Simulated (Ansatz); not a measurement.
Method: DFT, BLYP, plane waves (420 eV) with PAW, scalar-relativistic in Ansatz. The PAW files were generated under PBE, with cores re-solved for the functional.

An element in the diamond structure gives this curve. The cell is scaled uniformly from the relaxed one, with fractional coordinates and shape fixed. Energies are extrapolated to zero smearing, pressures are those at the given smearing. Magnetic state: spin not included.

```tsv
V (Å³/atom)	E − E₀ (meV/atom)	P (GPa)
25.690	48.9	5.17
26.858	19.8	3.07
28.026	4.4	1.37
29.194	0.0	0.01
30.361	4.5	-1.08
31.529	16.2	-1.96
32.697	33.6	-2.66
```

Q: Which element is it?
A. niobium
B. aluminium
C. gold
D. gallium

A: B. Its fit is V₀ = 29.14 Å³/atom, B₀ = 31 GPa, B₀′ = 4.4.
